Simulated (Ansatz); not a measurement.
NbAs in space group I4_1md (No. 109; Nb on 4a, As on 4a), PBEsol in the plane-wave PAW code Ansatz, all energies at zero smearing, with the estimated change up to a 700 eV cutoff added, with one set of potentials and settings (totals compare only within such a set). Cell of 4 atoms (2 Nb, 2 As): -18620.049 eV.

| element | reference phase | E (eV/atom) |
|---|---|---|
| Nb | Im-3m, 1 atoms in the cell | -4495.4840 |
| As | R-3m, 2 atoms in the cell | -4813.0298 |

Formation energy per atom, worked out: (-18620.049 − 2×(-4495.4840) − 2×(-4813.0298))/4 = -0.755 eV/atom (-73 kJ per mol of atoms), at 0 K, without zero-point energy or fitted corrections.

The cell was relaxed with PBEsol under the symmetry of its start. The run is not spin-polarised. The references are the lowest solids computed at this level, not always the standard phases.

Potentials: the earlier of the program's two PAW sets. The files were generated under PBE; for other functionals the program regenerates the frozen cores, and for LDA and PBEsol the local potential too.
